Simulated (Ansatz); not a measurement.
MoRu: computed property card

MoRu:
```yaml
crystal:
  lattice:
    - [0.00000, 2.53531, 2.53531]
    - [2.53531, 0.00000, 2.53531]
    - [2.53531, 2.53531, 0.00000]
  atoms:
    - { symbol: Ru, position: [0.00000, 0.00000, 0.00000] }
    - { symbol: Mo, position: [0.50000, 0.50000, 0.50000] }
```

Space group Fm-3m (No. 225), rock salt; conventional cell a = b = c = 5.071 Å, α = β = γ = 90.00°.

Method: r²SCAN (plane waves, PAW; program Ansatz). Geometry: relaxed at this level of theory. Other levels are named where they apply.

**Cell and energy**

```json
{
  "volume_per_atom": "16.30 Å³",
  "density": "10.04 g/cm³",
  "Formation energy from the elements (no fitted shifts)": "87 kJ/mol of atoms"
}
```

**Electronic structure**

```json
{
  "electronic_character": "metallic (no gap)",
  "Density of states at the Fermi level": "0.85 states/eV per atom (mean over ±0.08 eV)",
  "Gap with spin–orbit coupling": "none (metallic)"
}
```

**Mechanics**

```json
{
  "Bulk modulus (Birch–Murnaghan fit)": "230 GPa",
  "Pressure derivative B′": "4.4",
  "Elastic constants (relaxed ions, GPa)": "C11 = 284, C12 = 201, C44 = -22.7",
  "mechanical_stability": "unstable (C has a negative eigenvalue)"
}
```

**Charges**

```json
{
  "bader_charges": "Ru -0.73, Mo +0.73 e"
}
```

The start of the workflow was typed in or built on a structure type; neither database checked (COD, Materials Project) lists it. Its standing as an ambient phase is unchecked. The cell was relaxed with r²SCAN under the symmetry of its start. No spin polarisation was allowed. Its formation energy is positive at this level, so the cell may be metastable or incomplete. As this level gives no gap, shear constants depend on the k-mesh and smearing (Fermi–Dirac, 0.1 eV here). The references are the lowest solids computed at this level, not always the standard phases. Spin–orbit coupling is left out wherever it is not named.

Potentials: the later of the program's two PAW sets.
